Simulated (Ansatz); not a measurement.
Values for one crystal, relaxed and computed with PBEsol (plane waves, PAW; program Ansatz); other levels are named.

```yaml
volume_per_atom: 21.06 Å³
electronic_character: metallic (no gap)
Gap with spin–orbit coupling: none (metallic)
Density of states at the Fermi level: 0.12 states/eV per atom (mean over ±0.08 eV)
Formation energy from the elements (no fitted shifts): -0.87 eV/atom
```

Question: Which of these materials gives this?
A. ZrC, rock salt
B. CoGe, rock salt
C. ZrGeTe, P4/nmm (Ge on 2a, Te on 2c, Zr on 2c)
D. ZrB2, P6/mmm (Zr on 1a, B on 2d)

Answer: C, ZrGeTe, P4/nmm (Ge on 2a, Te on 2c, Zr on 2c)

The workflow started from an entry of the Crystallography Open Database (COD). Its standing as an ambient phase is unchecked. Symmetry was held in the PBEsol relaxation; its stability against distortions is not shown here. The run is not spin-polarised. The references are the lowest solids computed at this level, not always the standard phases. Spin–orbit coupling is left out wherever it is not named.

Potentials: the later of the program's two PAW sets.
